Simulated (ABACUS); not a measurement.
A self-consistent single point of ZnO (P6_3mc, 4 atoms in the cell; from Materials Project mp-2133).

```
ZnO
1.0
    3.23735     0.00000     0.00000
   -1.61868     2.80363     0.00000
    0.00000     0.00000     5.22206
Zn O
2 2
Direct
  0.66667   0.33333   0.50059
  0.33333   0.66667   0.00059
  0.66667   0.33333   0.87972
  0.33333   0.66667   0.37972
```

Level of theory: PBE, PseudoDojo 0.5 standard norm-conserving PBE (tails mended) pseudopotentials (plane waves; ABACUS).

ABACUS settings:

| key | value |
|---|---|
| KPT | Gamma 8 8 5 0 0 0 |
| basis_type | pw |
| ecutwfc | 84 Ry |
| smearing_method | gaussian |
| smearing_sigma | 0.000734986 Ry |
| potentials | PseudoDojo 0.5 standard norm-conserving PBE (tails mended) |
| symmetry | 1 |
| symmetry_prec | 1e-05 |
| ks_solver | dav_subspace |
| scf_nmax | 100 |
| scf_thr | 1.0e-09 Ry |
| mixing_type | broyden |

Results:

- Number of valence electrons = 52
- Number of bands = 36
- Number of k-points after the program's reduction = 30
- Number of plane waves (most at a k-point) = 4189
- Number of SCF iterations = 9
- FFT grid = 36 × 36 × 60
- Free energy E − TS = -12278.0600 eV
- Pressure = 5.00 GPa
- Largest force (vector length) = 0.004 eV/Å

Forces (eV/Å):
```json
[
 {"atom": "Zn1", "Fx": "0.000", "Fy": "0.000", "Fz": "-0.004"},
 {"atom": "Zn2", "Fx": "0.000", "Fy": "0.000", "Fz": "-0.004"},
 {"atom": "O3", "Fx": "0.000", "Fy": "0.000", "Fz": "0.004"},
 {"atom": "O4", "Fx": "0.000", "Fy": "0.000", "Fz": "0.004"}
]
```

Stress (GPa, positive for compression):
```
4.99  0.00  0.00
0.00  4.99  0.00
0.00  0.00  5.02
```

The structure comes from a collection of computed structures, made at another level of theory; the collection holds predicted forms beside known ones.

Cost on one core: around 80 core-seconds (rough).

“Tails mended”: in these copies of the files the far tail of each local potential was reset to the Coulomb form.
